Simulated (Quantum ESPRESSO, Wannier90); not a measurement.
## Wannier functions of TiO2 (Pbcn)

```
begin unit_cell_cart
ang
    4.5453500000    0.0000000000    0.0000000000
    0.0000000000    5.5196200000    0.0000000000
    0.0000000000    0.0000000000    4.9092000000
end unit_cell_cart
begin atoms_frac
Ti   0.5000000000 -0.3270100000 -0.2500000000
Ti   0.5000000000  0.3270100000  0.2500000000
Ti   0.0000000000 -0.1729900000  0.2500000000
Ti   0.0000000000  0.1729900000 -0.2500000000
O   -0.2714500000 -0.3817200000  0.0813500000
O    0.2714500000  0.3817200000 -0.0813500000
O   -0.2285500000 -0.1182800000 -0.4186500000
O    0.2285500000  0.1182800000  0.4186500000
O    0.2285500000 -0.1182800000 -0.0813500000
O   -0.2285500000  0.1182800000  0.0813500000
O    0.2714500000 -0.3817200000  0.4186500000
O   -0.2714500000  0.3817200000 -0.4186500000
end atoms_frac
```

Materials Project entry mp-1439; symmetrised, unrelaxed at this level. Not found in the COD (Crystallography Open Database) copy used, which has the formula in other groups; not checked further. Level: PBEsol, no spin polarisation, no spin-orbit coupling; pw.x of Quantum ESPRESSO at 68 Ry with PseudoDojo potentials, 4×4×4 k-points, Wannier90. Density: 8×6×6 mesh, cold smearing 0.01 Ry.

Bands 17-48 form an isolated set from -17.72 to 0.00 eV relative to the valence-band maximum (on the path) and are turned into 32 Wannier functions by minimising the spread from the start: s and p on O.

Q: Where do the functions sit, how wide are they and what are they made of?

A: 
```tsv
functions	spread (Å²)	nearest atom, distance (Å)	second atom, distance (Å)	weight on atomic waves
8	0.90	O 0.39	Ti 1.71	O 2p 58 %, O 2s 24 %, Ti 3d 13 %
8	0.86	O 0.43	Ti 1.53	O 2p 57 %, O 2s 23 %, Ti 3d 13 %
8	1.01	O 0.25	Ti 1.81	O 2p 70 %, O 2s 14 %, Ti 3d 11 %
8	0.89	O 0.44	Ti 1.47	O 2p 55 %, O 2s 24 %, Ti 3d 14 %
```

Ω_I = 25.63 Å², Ω_total = 29.23 Å²; the interpolated bands follow pw.x to 0.7 meV rms on the path. It is the lowest total spread that any start reached here.
